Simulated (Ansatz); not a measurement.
**Rb₂SnRh₆, a known structure type with other elements, at an estimated volume**

```
Rh Sn Rb
1.0
     0.00000    4.50888    4.50888
     4.50888    0.00000    4.50888
     4.50888    4.50888    0.00000
Rh Sn Rb
6 1 2
Cartesian
  2.2964 4.5089 4.5089
  4.5089 2.2964 4.5089
  6.7214 4.5089 4.5089
  4.5089 6.7214 4.5089
  4.5089 4.5089 2.2964
  4.5089 4.5089 6.7214
  4.5089 4.5089 4.5089
  2.2544 2.2544 2.2544
  6.7633 6.7633 6.7633
```

Level: r2SCAN, no spin polarisation; 500 eV; 7×7×7 Γ-centred mesh; fermi-dirac occupations (width 0.1 eV); Ansatz 0.2.0, fixed geometry.

Question: Give the Bader charges.

Answer: Bader charges in e: Rb +0.64, Sn +0.94, Rh -0.37. In the mean Sn gives up most and Rh takes most.

Question: What happens at the Fermi level?

Answer: It is a metal, with about 12 states/eV a cell as the mean within 0.25 eV of the Fermi level, mostly Rh d (91 %).

Question: Is the cell too large or too small?

Answer: The pressure is 18.8 GPa (compression positive), so with the atoms held at these fractions the cell would first expand; the forces are large, so a full relaxation may end otherwise.

Question: Is it stable against the elements?

Answer: 1.60 eV an atom against the elements' usual phases (free molecules for gases, crystals otherwise, with no correction for O₂ or N₂), so at this geometry it isn't bound against them. Relaxing would lower it.

Question: Which atom feels the largest force, and which way?

Answer: The largest is on Rh2 (and as large on other atoms): 7.03 eV/Å, components (0.00, -7.03, 0.00). It makes 180° with the line to a nearest neighbour, Sn7 at 2.21 Å, pointing away from it.

Origin: a known structure type with other elements, at an estimated volume, so it need not be a known compound. Caveats: many states at the Fermi level without spin polarisation, so a magnetic state may lie lower; atoms or cell far from equilibrium.

It took 98 s on 1 thread of Intel(R) Xeon(R) 6975P-C (Granite Rapids) (shared host), peak memory 1.3 GiB, starting from a saved density. The time holds forces, stress, Bader, DOS, bands, ELF.
